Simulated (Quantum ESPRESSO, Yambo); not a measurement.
For KPSO3H2 (space group Cm, No. 8), Yambo gives the independent-particle static dielectric constant along x as 3.02 on PBEsol bands and 2.58 after a scissor of 2.71 eV widens every gap (4×4×4 mesh, 89 bands, 3 Ry local-field block, 0.2 eV broadening). Axes are Cartesian, with cell vectors (Å) (3.29, -3.19, 0.00), (3.29, 3.19, 0.00), (-1.89, 0.00, 5.71).

Question: A scissor keeps the position matrix elements. In a one-oscillator model, how does ε − 1 scale, and what mean transition energy do the two values imply?

Answer: Each transition adds |r|²/E to ε − 1, so ε − 1 ∝ 1/(E0 + Δ). Then (2.58 − 1)/(3.02 − 1) = E0/(E0 + Δ) = 0.782, and E0 = Δ(ε' − 1)/(ε − ε') = 9.7 eV. The computed Im ε, weighted by 1/E up to 20 eV, has its mean at 9.8 eV; the smallest direct PBEsol gap is 4.46 eV. The scissor comes from a G0W0 run whose convergence isn't established. Convergence of the RPA response with its 4×4×4 mesh was not tested.

Bands from Quantum ESPRESSO.

Geometry of the Materials Project entry, not relaxed at this level; primitive cell a = 4.5821 Å, b = 4.5821 Å, c = 6.0170 Å, α = 103.05°, β = 103.05°, γ = 88.15°.
